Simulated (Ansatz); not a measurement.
Y2F in space group R-3m (No. 166; Y on 6c, F on 3a) at seven volumes, the program Ansatz at the PBEsol level (PAW), shape and atoms relaxed at each. One row is withheld.

```csv
V (Å³/atom),P (GPa)
19.286,6.92
19.922,4.26
20.557,1.97
21.193,0.00
21.829,?
22.465,-3.15
23.101,-4.40
```

Question: Fit the shown pressures and predict the withheld one.

Answer: Third-order Birch–Murnaghan: P = (3/2)B₀(x^(7/2) − x^(5/2))[1 + (3/4)(B′ − 4)(x − 1)] with x = (V₀/V)^(2/3). Least squares on the six rows gives V₀ = 21.194 Å³/atom, B₀ = 60.73 GPa, B′ = 4.01. At V = 21.829, x = 0.9805 and P = -1.69 GPa. The run itself gave -1.69 GPa.

The start of the workflow was typed in or built on a structure type; neither database checked (COD, Materials Project) lists it. Whether it is the stable phase at ambient conditions was not checked. Symmetry was held in the PBEsol relaxation; its stability against distortions is not shown here. No spin polarisation was allowed. The volume moved by -17 % from the start of the relaxation.

Potentials: the earlier of the program's two PAW sets. The files were generated under PBE; for other functionals the program regenerates the frozen cores, and for LDA and PBEsol the local potential too.
